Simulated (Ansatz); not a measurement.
**Relaxing a structure of Cr**

The start is a generated cell, Cr placed in the AFLOW prototype A_aP4_2_aci. Cell shape, volume and atoms are optimised at zero target pressure with PBEsol (plane waves to 420 eV, PAW, scalar-relativistic; Ansatz, an electronic-structure program). The first steps use a coarse 13×11×5 k-mesh.

Starting cell:
```
CELL_PARAMETERS angstrom
      2.48272     0.00000     0.00000
      0.24854     2.92910     0.00000
      0.10809     0.48661     6.56971
ATOMIC_POSITIONS crystal
  Cr 0.00000 0.00000 0.00000
  Cr 0.00000 0.00000 0.50000
  Cr 0.43300 0.57200 0.25900
  Cr 0.56700 0.42800 0.74100
```
Spin-polarised start, with parallel moments on Cr.

Question: Which atoms feel the largest initial force, and how large is it?

Answer: 1.20 eV/Å, on Cr3, Cr4 (atoms numbered as listed).

Question: What symmetry does the relaxed structure have?

Answer: The space group goes from P-1 (No. 2) to Im-3m (No. 229); the end is bcc (W type), with 1 atom in the primitive cell.

Question: By how much does the energy per atom fall from start to end?

Answer: 0.45 eV/atom.

Question: How does the volume per atom move from start to end?

Answer: -6.7 %, from 11.94 to 11.14 Å³/atom.

Question: How do the shortest distances between atoms change?

Answer: The closest pairs of elements (up to four, under 3.6 Å), start → end: Cr–Cr 2.27 → 2.44 Å.

Question: Is the relaxed structure metallic? Give its gap.

Answer: No gap (metallic).

Question: What magnetic moments remain?

Answer: Zero (the starting moments vanished).

Question: Give the final cell and atomic positions.

Answer: 
```cif
data_Cr2
_chemical_formula_sum 'Cr2'
_space_group_name_H-M_alt 'Im-3m'
_space_group_IT_number 229
_space_group_name_Hall '-I 4 2 3'
_cell_length_a 2.81429
_cell_length_b 2.81429
_cell_length_c 2.81429
_cell_angle_alpha 90.000
_cell_angle_beta 90.000
_cell_angle_gamma 90.000
loop_
_atom_site_label
_atom_site_type_symbol
_atom_site_symmetry_multiplicity
_atom_site_Wyckoff_symbol
_atom_site_fract_x
_atom_site_fract_y
_atom_site_fract_z
_atom_site_occupancy
Cr1 Cr 2 a 0.00000 0.00000 0.00000 1
```
(The calculation used a cell of 1 atom; values per cell refer to that cell.)

Final values are on a 23×23×23 k-mesh of the relaxed cell. No spin polarisation in the result: the starting moments vanished. A magnetic state may lie lower.

The run could not lose the symmetry of its start.
